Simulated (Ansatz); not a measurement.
## 7 guesses for Be2SbP3 and where they end

Level of theory: DFT PBE, scalar-relativistic, plane waves, PAW in Ansatz. All cells share a 420 eV cutoff and Γ-centred k meshes spaced at most about 0.3 Å⁻¹ (about 0.25 or finer for metals, 2π included). No spin polarisation in the final relaxations.

Each guess was relaxed in cell and atoms at zero pressure, within the symmetry of its start. All energies are static (0 K, no zero-point motion). Coordination counts P or Sb atoms around Be (for each partner element, those within 1.25 times its shortest distance or 1.15 times the sum of covalent radii, where it is the nearest in units of that sum or under 1.3; a plus sign parts groups by distance over the sum of covalent radii; the shortest distance is added where it exceeds 1.18 times the sum of covalent radii; a slash parts the counts of unlike sites).

| guess | made from | start group | V start (Å³/atom) | end group | V end (Å³/atom) | coordination at the end | gap on mesh (eV) | E over the lowest end (meV/atom) |
| --- | --- | --- | --- | --- | --- | --- | --- | --- |
| 1 | random cell | Cmmm | 19.2 | Cmmm | 16.2 | Be 3 | 0 | 277 |
| 2 | random cell | Cmm2 | 20.6 | Cmm2 | 27.2 | Be 6 | 0 | 0 |
| 3 | random cell | P4/mmm | 11.2 | P4/mmm | 21.0 | Be 4 from 2.4 Å | 0 | 501 |
| 4 | HfCo3B2 type | P6/mmm | 16.2 | P6/mmm | 15.1 | Be 6 | 0 | 240 |
| 5 | TlPd2Se3 type | P-3m1 | 16.9 | P-3m1 | 17.6 | Be 6/4+2+2 | 0 | 43 |
| 6 | Ce2Ga3Cu type | P3m1 | 17.6 | P3m1 | 19.1 | Be 3 | 0 | 26 |
| 7 | random cell | P4/mmm | 20.5 | ? | ? | ? | ? | ? |

Guess 7 as it starts:

```
Be Sb P
1.0
     3.89552    0.00000    0.00000
     0.00000    3.89552    0.00000
     0.00000    0.00000    8.08928
Be Sb P
2 1 3
Direct
  0.50000 0.50000 0.18935
  0.50000 0.50000 0.81065
  0.50000 0.50000 0.50000
  0.00000 0.50000 0.00000
  0.50000 0.00000 0.00000
  0.00000 0.00000 0.00000
```

**Question.** Fill in the missing row: what does this guess relax into, and where does it rank?

**Answer.** It ends in space group P4/mmm (No. 123), with a = 4.398 Å, c = 6.772 Å, 21.8 Å³/atom and no gap. It lies 0.31 eV/atom over the lowest end, above guess 1 and below guess 3. Counting P or Sb atoms around Be, this end has Be 1+4 and the lowest (guess 2) has Be 6. This end holds P–P nets (shortest 2.20 Å); the lowest (guess 2) holds P–P units of three or more atoms (shortest 2.30 Å).

Space group P4/mmm (No. 123). a = 4.398 Å, b = 4.398 Å, c = 6.772 Å, α = 90.00°, β = 90.00°, γ = 90.00°
```tsv
atom	site	symmetry	x	y	z
Be	2h	4mm	0.5000	0.5000	0.1516
Sb	1d	4/mmm	0.5000	0.5000	0.5000
P	2f	mmm.	0.0000	0.5000	0.0000
P	1a	4/mmm	0.0000	0.0000	0.0000
```

The zero of energy is the elements' standard structures at the same level; no fitted shifts are applied. The references include black phosphorus.

**Question.** Is the lowest end bound against the elements?

**Answer.** No: its formation energy is +0.21 eV/atom. The separate elements lie lower, so it is unstable against them.

Weakly bound directions are ill-defined at this level, which has no dispersion term (Cmm2, P3m1, P-3m1), and this can change margins and order among such cells. These runs have no spin–orbit coupling, which can matter for Sb. The reference form of P is held partly by dispersion forces, which this level lacks. Cells relaxed within their symmetry can be saddle points. A lower structure may well exist outside this small set. Some types were kept out of the candidates beforehand, so the set may lack a known form.
